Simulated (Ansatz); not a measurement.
Here is the system:

TaAg:
```cif
data_Ag2Ta2
_chemical_formula_sum 'Ag2 Ta2'
_space_group_name_H-M_alt 'Pmma'
_space_group_IT_number 51
_space_group_name_Hall '-P 2a 2a'
_cell_length_a 4.70894
_cell_length_b 2.75069
_cell_length_c 5.22005
_cell_angle_alpha 90.000
_cell_angle_beta 90.000
_cell_angle_gamma 90.000
loop_
_atom_site_label
_atom_site_type_symbol
_atom_site_symmetry_multiplicity
_atom_site_Wyckoff_symbol
_atom_site_fract_x
_atom_site_fract_y
_atom_site_fract_z
_atom_site_occupancy
Ag1 Ag 2 e 0.75000 0.00000 0.14740 1
Ta1 Ta 2 f 0.25000 0.50000 0.34856 1
```

This is the PBEsol-relaxed structure.

### Question
All from the program Ansatz at the PBEsol level (PAW), unless another level is named. Estimate the highest zone-centre frequency.

### Answer
180 cm^-1.

### Question
And the bulk modulus (Birch–Murnaghan fit)?

### Answer
1750 kbar.

The start of the workflow was typed in or built on a structure type; neither database checked (COD, Materials Project) lists it. Whether it is the stable phase at ambient conditions was not checked. The PBEsol relaxation kept the symmetry of its start; phonons show weakly imaginary modes. The run is not spin-polarised. Its formation energy is positive at this level, so the cell may be metastable or incomplete. As this level gives no gap, phonon frequencies hold no LO–TO term and depend on the k-mesh and smearing (Fermi–Dirac, 0.1 eV here). Scalar-relativistic: spin–orbit coupling is off unless named, which matters more the heavier the elements.

Potentials: the earlier of the program's two PAW sets. The files were generated under PBE; for other functionals the program regenerates the frozen cores, and for LDA and PBEsol the local potential too.
